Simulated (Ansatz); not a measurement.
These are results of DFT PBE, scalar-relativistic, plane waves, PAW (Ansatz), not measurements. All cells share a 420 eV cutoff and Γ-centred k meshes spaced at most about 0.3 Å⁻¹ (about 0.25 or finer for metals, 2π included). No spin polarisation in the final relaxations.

Temperature and zero-point effects are left out.

Two forms of MoH₂ were relaxed alike.

1.

```yaml
crystal:
  lattice:
    - [0.00000, 2.20509, 2.20509]
    - [2.20509, 0.00000, 2.20509]
    - [2.20509, 2.20509, 0.00000]
  atoms:
    - { symbol: H, position: [0.75000, 0.75000, 0.75000] }
    - { symbol: H, position: [0.25000, 0.25000, 0.25000] }
    - { symbol: Mo, position: [0.00000, 0.00000, 0.00000] }
```

2.

```yaml
crystal:
  lattice:
    - [0.00000, 2.16760, 2.16760]
    - [2.16760, 0.00000, 2.16760]
    - [2.16760, 2.16760, 0.00000]
  atoms:
    - { symbol: H, position: [0.75000, 0.75000, 0.75000] }
    - { symbol: H, position: [0.50000, 0.50000, 0.50000] }
    - { symbol: Mo, position: [0.00000, 0.00000, 0.00000] }
```

Question: Which arrangement of the elements on these sites is preferred, and by what margin?

Answer: Cell 1 is lower, by 169 meV/atom. The two share one framework of sites and differ in which element sits where. Cell 1 has the fluorite type, space group Fm-3m (No. 225), 7.1 Å³/atom and no gap on its mesh; cell 2 has space group F-43m (No. 216), 6.8 Å³/atom and no gap. Counting H atoms around Mo (those within 1.25 times the shortest such distance or 1.15 times the sum of covalent radii; a plus sign parts nearer from farther groups), cell 1 has Mo 8 and cell 2 has Mo 4+6. The lower one is the more open, so pressure narrows the difference. Even the lower one lies +0.07 eV/atom against the reference forms of the elements (uncorrected), a margin that errors in the energy of the gaseous reference can exceed. Both come from invented guesses.

With hydrogen, zero-point motion can shift such differences by 10 meV/atom or more. With atoms moved at random, Fm-3m came back. Other cells relaxed within their symmetry can be saddle points.
